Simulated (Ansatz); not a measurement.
# Ni (Fm-3m), stationary points along a deformation path

Computed with Ansatz 0.2.0, DFT PBEsol, scalar-relativistic, plane waves, PAW. The runs took a 420 eV cutoff, a Γ-centred 26×26×26 mesh and Gaussian smearing (0.15 eV). Collinear spins, started from moments 0.8 μB in atom order; the magnetic state may not be the lowest. Energies are free energies at this smearing, counted from the undisturbed cell; pressure is positive in compression.

The undisturbed cell (as given, not relaxed at this level; it stands at -12.3 GPa):

```xyz
1
Lattice="0.0000 1.7679 1.7679 1.7679 0.0000 1.7679 1.7679 1.7679 0.0000" Properties=species:S:1:pos:R:3 pbc="T T T"
Ni    0.0000    0.0000    0.0000
```

At fixed volume and fractional coordinates, lengths along (0.000, 0.000, 1.000) are scaled against those across it; ρ is that ratio over its starting value. V = 11.052 Å³/atom. Δσ is the stress along the axis less the mean stress across it (compression positive).

| ρ | ΔE (meV/atom) | Δσ (GPa) | space group |
| --- | --- | --- | --- |
| 0.707 | 99.9 | -0.01 | Im-3m |
| 0.780 | 82.6 | 7.23 | I4/mmm |
| 0.850 | 47.6 | 9.64 | I4/mmm |
| 0.920 | 15.4 | 7.29 | I4/mmm |
| 1.000 | 0.0 | 0.00 | Fm-3m |
| 1.100 | 27.4 | -13.25 | I4/mmm |
| 1.200 | 108.7 | -27.28 | I4/mmm |
| 1.300 | 233.2 | -40.82 | I4/mmm |
| 1.414 | 423.1 | -57.73 | I4/mmm |

Task: How does the stress give the slope of the energy, and where is the energy stationary?

Result: Along the path d ln(length) is 2/3 d ln ρ on the axis and −1/3 d ln ρ across it, so dE/d ln ρ = −(2/3) V Δσ: the energy falls with ρ where Δσ is positive. Δσ vanishes or changes sign at ρ = 0.707 (Im-3m, an end of the scan), at 99.9 meV/atom; at ρ = 1.000 (Fm-3m), a minimum at 0.0 meV/atom. Pairs of stationary points between two samples would go unseen, and could change a minimum read from distant neighbours into a maximum. At ρ = 0.707, 1.000 the cell is cubic, where symmetry alone makes the stress isotropic and the slope zero.

Task: Which shear constant sets the curvature at ρ = 1?

Result: For a cubic crystal E/V = (2/3) C (ln ρ)² with C = C′ = (C11 − C12)/2, so Δσ = −2C ln ρ. The parabola of Δσ against ln ρ through ρ = 0.920, 1 and 1.100 gives C ≈ 56 GPa with the ions clamped, rough because the steps are large. It is the stress–strain coefficient at this cell's pressure of -12.3 GPa, not the zero-pressure constant.

Task: Integrate that slope from ρ = 1 to 0.780 by the trapezoid rule.

Result: With V/N in Å³ and 1 eV/Å³ = 160.2 GPa the slopes at ρ = 1.000, 0.920, 0.850, 0.780 are 0, -335, -443, -333 meV/atom per unit of ln ρ. The steps add 14.0 + 30.8 + 33.3 = 78.1 meV/atom, against 82.6 from the energies; the trapezoid rule misses the curvature of the slope within each step.

In a metal these slopes depend on the k mesh and the smearing.